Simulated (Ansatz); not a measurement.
Pd (fcc, Cu type)

```
CELL_PARAMETERS angstrom
      0.00000     1.93777     1.93777
      1.93777     0.00000     1.93777
      1.93777     1.93777     0.00000
ATOMIC_POSITIONS crystal
  Pd 0.00000 0.00000 0.00000
```

The volume is varied about the relaxed value V₀ at fixed cell shape. Symmetry pins the atoms to their sites.

All values below come from PBEsol (plane waves to 420 eV, PAW, scalar-relativistic; Ansatz, a first-principles code). k mesh 21×21×21 (Γ-centred), Fermi-Dirac smearing 0.05 eV. E stands for the smeared free energy. Compression counts positive. Pd is run without spin polarisation. Pd was relaxed with its symmetry unable to fall. The PAW data are Ansatz's earlier set. ΔE is measured from the relaxed starting cell. The last digit holds for this mesh only.

```
V (Å³/atom)  ΔE (meV/atom)
-----------  -------------
13.097               116.3
13.461                61.7
13.825            withheld
14.189                 6.1
14.553                 0.0
14.916                 5.5
15.280                20.9
15.644                44.7
16.008                75.7
```

**Question.** Fit a third-order Birch-Murnaghan form (E₀, V₀, B₀, B₀′ free) to the given rows and predict ΔE at V = 13.825.

**Answer.** Least squares on the 8 given rows: ΔE = E₀ + (9V₀B₀/16)·y²·[2 + (B₀′ − 4)y], y = (V₀/V)^(2/3) − 1, with V₀ = 14.553 Å³/atom, B₀ = 204.3 GPa (160.2 GPa = 1 eV/Å³; the term in eV is multiplied by 1000), B₀′ = 5.42, E₀ = 0.00 meV/atom; root-mean-square residual 0.04 meV/atom. At 13.825 the fit gives 25.9 meV/atom; the calculation gives 25.9 meV/atom, the same to the digits shown. For the pressure the fit gives 12.0 GPa against the computed 12.0 GPa.

(Under strain, the slope of the energy per volume gives the stress and its curvature an elastic modulus.)
